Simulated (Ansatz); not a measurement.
A 5-atom cell of LiMgBN2 (I-4m2) from a materials database, relaxed with r2SCAN in the PAW code Ansatz. Space group I-4m2 (No. 119), tetragonal; a = 3.770 Å, c = 8.857 Å in the conventional setting, 12.59 Å³ an atom. Li has 4 N at 2.08 Å; Mg has 4 N at 2.08 Å; B has 2 N at 1.34 Å; N has 1 B at 1.34 Å and 2 Li at 2.08 Å and 2 Mg at 2.08 Å.

The axes x, y and z are those of this cell:
```xyz
5
Lattice="-1.8851 1.8851 4.4285 1.8851 -1.8851 4.4285 1.8851 1.8851 -4.4285" Properties=species:S:1:pos:R:3 pbc="T T T"
Li    1.8851    0.0000    2.2143
Mg    0.0000    1.8851    2.2143
B     0.0000    0.0000    4.4285
N     0.0000    0.0000    5.7650
N     0.0000    0.0000    3.0920
```

Unstrained: With PBE the valence top lies at M and the conduction bottom at Γ, 2.699 eV higher; the smallest vertical gap, at M, is 3.597 eV. With r2SCAN the valence top lies at M and the conduction bottom at Γ, 2.971 eV higher; the smallest vertical gap, at M, is 3.899 eV. With HSE06 the valence top lies at M and the conduction bottom at Γ, 3.823 eV higher; the smallest vertical gap, at M, is 4.699 eV. Meshes: PBE 10×10×10, r2SCAN 10×10×10, HSE06 6×6×6. Strains are changes of length per length, and xy shears are angles. After each strain the atoms were relaxed again with r2SCAN within the symmetry that the strain leaves, so tilts or polar shifts that break it weren't tested; points keep the names that they have in the unstrained zone. No spin polarisation and no zero-point or thermal motion.

Q: Apply isotropic +3.65 % on every length. How far does the gap move, against the unstrained cell?

A: PBE: the gap goes from 2.699 to 2.450 eV (-0.249 eV). r2SCAN: the gap goes from 2.971 to 2.723 eV (-0.248 eV). HSE06: the gap goes from 3.823 to 3.545 eV (-0.278 eV). The r2SCAN energy rises by 37.5 meV an atom.

Q: Estimate what uniaxial +1.51 % along y, other directions held does to the gap.

A: PBE: the gap goes from 2.699 to 2.627 eV (-0.072 eV). r2SCAN: the gap goes from 2.971 to 2.897 eV (-0.074 eV). HSE06: the gap goes from 3.823 to 3.747 eV (-0.076 eV). The r2SCAN energy rises by 1.1 meV an atom.

Q: Estimate what xy shear, engineering strain (angle) -4.71 % does to the gap.

A: PBE: the gap goes from 2.699 to 2.592 eV (-0.107 eV). r2SCAN: the gap goes from 2.971 to 2.864 eV (-0.107 eV). HSE06: the gap goes from 3.823 to 3.714 eV (-0.109 eV). The r2SCAN energy rises by 5.3 meV an atom.
